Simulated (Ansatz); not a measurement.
An Ansatz (an electronic-structure program) run. Input:

Ansatz 0.2 input:
```yaml
crystal:
  lattice:
    - [1.2488035432, 0.7209970618, 3.2909302779]
    - [-1.2488035432, 0.7209970618, 3.2909302779]
    - [0.0, -1.4419941236, 3.2909302779]
  atoms:
    - { symbol: B, position: [0.9996714983, 0.9996714983, 0.9996714983] }
    - { symbol: N, position: [0.3327615017, 0.3327615017, 0.3327615017] }
kpoints:
  mp_grid: { grid: [13, 13, 13] }
hamiltonian:
  xc: r2scan
  dispersion: d4
  pseudopotentials: { azcp: { folder: ./paw }, kind: paw }
scf:
  occupations: { method: fixed }
checkpoint: { read: static.run }
output: { write_density: true, elf: true, volumetric_format: npy }
basis: { fft_grid_basis: typed }
```

Output (shortened):

```
Pseudopotential: B, paw, valence charge 3
Pseudopotential: N, paw, valence charge 5
Functional definition: r2SCAN
Crystal: 2 atoms, lattice volume = 17.779 Å³
Basis set: ecut = 500 eV, 451 PW (Γ), exchange–correlation on 108×108×108 points (64 copies of the dense FFT grid, shifted against one another)
Bands: 8, of which v1, the nominal top of the filled ones, is band 4 counted from 1 (3 counted from 0)
Symmetry: 6 space group operations
Space group: R3m (ITA 160), of the structure as read, at distance tolerance 2.6e-5 Å
k-points: 231 of 2197 (time reversal used)
Stability of the state it starts from, as read at its close in the unpolarized treatment …
iter 1 solved again at ethr=7.00e-8 eV; its pass at ethr=3.10e-3 eV (dr2=5.60e-6 eV) is discarded
SCF iter   1: F=—  HF=-544.267578 eV  |F-HF|=—  |Δ(HF+E_count)|=         —  Δρ=2.04e-7  dr2=6.04e-12  dr2_τ=9.74e-13  ethr=7.00e-8  ⟨swp⟩=3.2  Hψ=16902  notcnv=0  defer=413
preconditioner: auto → none
SCF iter   2: F=-544.267578 eV  HF=-544.267578 eV  |F-HF|=2.39e-12  |Δ(HF+E_count)|=  3.78e-10  Δρ=1.70e-7  dr2=4.25e-12  dr2_τ=1.28e-12  ethr=1.00e-12  ⟨swp⟩=6.2  Hψ=9173  notcnv=0
SCF 1 converged in 2 iterations: F = -544.267578 eV  dr2 = 4.25e-12
SCF converged after 2 iterations
Free energy (F): -544.267578 eV
Harris-Foulkes:  -544.267578 eV  (|F-HF|=2.39e-12)
Internal energy: -544.267578 eV  (E = F + TS)
E sigma→0 (E₀):  -544.267578 eV
Fermi energy:    4.654839 eV
--- Per-component energies (eV) ---
  E_band       = -23.011931
  E_kinetic    = 181.936771
  E_local      = -325.556359  (includes V_loc(G=0)·N_el)
  E_nonlocal   = 42.546479
  E_hartree    = 110.366931
  E_xc         = -90.733475
  E_vxc        = -125.142182  (∫ρ·V_xc dr)
  E_paw        = -210.229486  (= ΣΔE_a)
  E_vpaw       = -24.655136  (= ΣTr[D̂ρ^β])
  E_aug_tail   = 0.000008  (compensation charges beyond the density's cutoff)
  E_vtau       = 7.124627  (kinetic-family band-sum trace: ∫τ·v_τ [+ j·A + Jᵃ·Aᵃ] dr)
  E_ewald      = -252.411022
  E_disp       = -0.139419  (pairwise vdW)
  E_core_change = -0.048007  (= ΣΔE_core)
  E_smearing   =  0.000000  (= −TS)
  E_closure    = 0.000000  (closes the sum)
  Σ components = -544.267578   (vs F -544.267578, Δ=0.00e0)
  [band-id]    e_kinetic+e_local+e_nonlocal+2·e_hartree+e_vxc+e_vpaw+e_augmentation_tail+e_vtau = -23.011930   (vs E_band -23.011931, Δ=9.97e-7)
--- Band table (eV; the first three rows and the last of 231) ---
  k-point 0: bands = ["-14.2448", "0.3995", "3.2935", "3.2935", "10.2971", "17.1460", "17.1460", "19.0601"]
  k-point 1: bands = ["-14.1215", "0.5297", "2.7780", "3.0636", "10.5518", "17.0884", "17.6806", "18.6021"]
  k-point 2: bands = ["-13.7578", "0.9099", "1.4641", "2.4866", "11.2280", "16.9502", "17.3907", "19.1564"]
  k-point 230: bands = ["-13.8207", "-1.6783", "2.7660", "3.0382", "15.6873", "16.9083", "17.5901", "18.2771"]
```

Cost: very roughly 5 core-seconds on shared cores.

The first step of the workflow began from a Materials Project structure, measured or hypothetical; the Crystallography Open Database copy checked does not list it. It is not the phase usual at ambient conditions (space group No. 186, 194, 216). The r²SCAN+D4 relaxation kept the symmetry of its start; its stability against distortions is not shown here.

Potentials: the earlier of the program's two PAW sets. The files were generated under PBE; for other functionals the program regenerates the frozen cores, and for LDA and PBEsol the local potential too.

Ansatz is a plane-wave DFT program.
